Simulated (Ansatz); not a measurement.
MgAu₄Se₄Cl₄O₁₂: a run for the field gradients

```yaml
crystal:
  lattice:
    - [4.9136702837, 0.0, 0.0]
    - [-0.065923683, 10.2422785805, 0.0]
    - [-0.7096709027, -2.2367957286, 10.9757591142]
  atoms:
    - { symbol: Xx, position: [0.47027112, 0.73888537, 0.83934675] }
    - { symbol: Se, position: [0.24824297, 0.14625356, 0.27892494] }
    - { symbol: Se, position: [0.82705581, 0.24435071, 0.90197074] }
    - { symbol: Se, position: [0.15406048, 0.70224903, 0.10221233] }
    - { symbol: Se, position: [0.90114234, 0.85988889, 0.70467229] }
    - { symbol: Au, position: [0.99418188, 0.41066348, 0.17587896] }
    - { symbol: Au, position: [0.00763699, 0.97591788, 0.00615274] }
    - { symbol: Au, position: [0.92482216, 0.56667599, 0.82355115] }
    - { symbol: Au, position: [0.97633515, 0.02779202, 0.49961823] }
    - { symbol: Cl, position: [0.555291, 0.54085972, 0.6834736] }
    - { symbol: Cl, position: [0.31549788, 0.51696197, 0.32171271] }
    - { symbol: Cl, position: [0.71666837, 0.83452984, 0.43059559] }
    - { symbol: Cl, position: [0.23662486, 0.22039252, 0.55905569] }
    - { symbol: O, position: [0.30603815, 0.04469627, 0.13858763] }
    - { symbol: O, position: [0.25867144, 0.6543151, 0.95139555] }
    - { symbol: O, position: [0.973035, 0.24432683, 0.24737693] }
    - { symbol: O, position: [0.89715889, 0.81226705, 0.07711015] }
    - { symbol: O, position: [0.92017744, 0.57551804, 0.1032886] }
    - { symbol: O, position: [0.09590125, 0.13766598, 0.94081339] }
    - { symbol: O, position: [0.71118731, 0.31585059, 0.0460103] }
    - { symbol: O, position: [0.23242937, 0.84054388, 0.74381371] }
    - { symbol: O, position: [0.04182182, 0.02645756, 0.32405089] }
    - { symbol: O, position: [0.05323814, 0.35165606, 0.86852082] }
    - { symbol: O, position: [0.75424331, 0.89543016, 0.8538231] }
    - { symbol: O, position: [0.90048885, 0.0221015, 0.67566219] }
kpoints:
  mp_grid: { grid: [6, 3, 3] }
scf:
  occupations: { method: fermi_dirac, width: 0.05 }
  max_iter: 75
hamiltonian:
  xc: pbe
  pseudopotentials: { kind: paw }
output:
  forces: true
  stress: true
  populations: true
  efg:
    quadrupole_moments_barn: { Mg: 0.1994, Au: 0.547, Cl: -0.08112, O: -0.02558 }
    contact_densities: true
```

```sh
ansatz run input.yaml --threads 2 --pin off --max-ram 5120MiB --backend cpu --events-out ev --progress --plain --runs-dir out
```

Problem. Does this calculation finish, and if not, why?

Solution. The input was rejected before any iteration. The input holds an unknown element. The program says:

```
Error: YAML parse error: error: line 7 column 17: `Xx` is not an element symbol (H … Og, case-exact)
 --> <input>:7:17
  |
5 |     - [-0.7096709027, -2.2367957286, 10.9757591142]
6 |   atoms:
7 |     - { symbol: Xx, position: [0.47027112, 0.73888537, 0.83934675] }
  |                 ^ `Xx` is not an element symbol (H … Og, case-exact)
8 |     - { symbol: Se, position: [0.24824297, 0.14625356, 0.27892494] }
9 |     - { symbol: Se, position: [0.82705581, 0.24435071, 0.90197074] }
  |
```

Against a sound input the change was `crystal.atoms[0].symbol`: Mg → Xx; `scf.max_iter`: not typed → 75.

With the sound settings the run converges and gives V_zz (10²¹ V/m²) Mg 1.56 (η 0.81), Se2 -29.5 (η 0.18), Se3 -32.5 (η 0.29), Se4 -30.2 (η 0.23), Se5 -30.9 (η 0.42), Au6 13.09 (η 0.36), among others; a site carries the number of its first atom in the input. The largest force is 0.3 eV/Å, so the atoms aren't at the calculated equilibrium and relaxing them would move these values. Spin–orbit coupling is left out, which shifts gradients on Au by a few per cent in wide-gap crystals, and can shift them far more where the calculated gap is small or absent, as here.
